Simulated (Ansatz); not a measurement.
BaTiO3:
```
CELL_PARAMETERS angstrom
      3.97187     0.00000     0.00000
      0.00000     3.97187     0.00000
      0.00000     0.00000     4.11405
ATOMIC_POSITIONS crystal
  Ti 0.50000 0.50000 0.45242
  Ba 0.00000 0.00000 0.93434
  O  0.50000 0.50000 0.89508
  O  0.50000 0.00000 0.41208
  O  0.00000 0.50000 0.41208
```

x, y and z are the axes in which the lattice vectors are written.

Give the high-frequency dielectric tensor and the Born effective charge tensors of the independent atoms from DFPT, r²SCAN (plane waves, PAW; program Ansatz).


ε∞:
```
5.69  0.00  0.00
0.00  5.69  0.00
0.00  0.00  4.98
```
Z* of atom 1 (Ti), rows: field, columns: displacement, in e:
```
6.80  0.00  0.00
0.00  6.80  0.00
0.00  0.00  5.29
```
Z* of atom 2 (Ba), rows: field, columns: displacement, in e:
```
2.71  0.00  0.00
0.00  2.71  0.00
0.00  0.00  2.85
```
Z* of atom 3 (O), rows: field, columns: displacement, in e:
```
-1.96   0.00   0.00
 0.00  -1.96   0.00
 0.00   0.00  -4.31
```
Z* of atom 4 (O), rows: field, columns: displacement, in e:
```
-2.09   0.00   0.00
 0.00  -5.45   0.00
 0.00   0.00  -1.92
```

Static charges for comparison (Bader): Ti1 +2.30, Ba2 +1.58, O3 -1.26, O4 -1.31 e. Born charges measure polarisation by displacement and can exceed these by far.

Space group P4mm. Symmetry was held in the r²SCAN relaxation. At this level the phase is dynamically unstable (imaginary phonons). No spin polarisation was allowed. Spin–orbit coupling is left out wherever it is not named.

Potentials: the later of the program's two PAW sets.
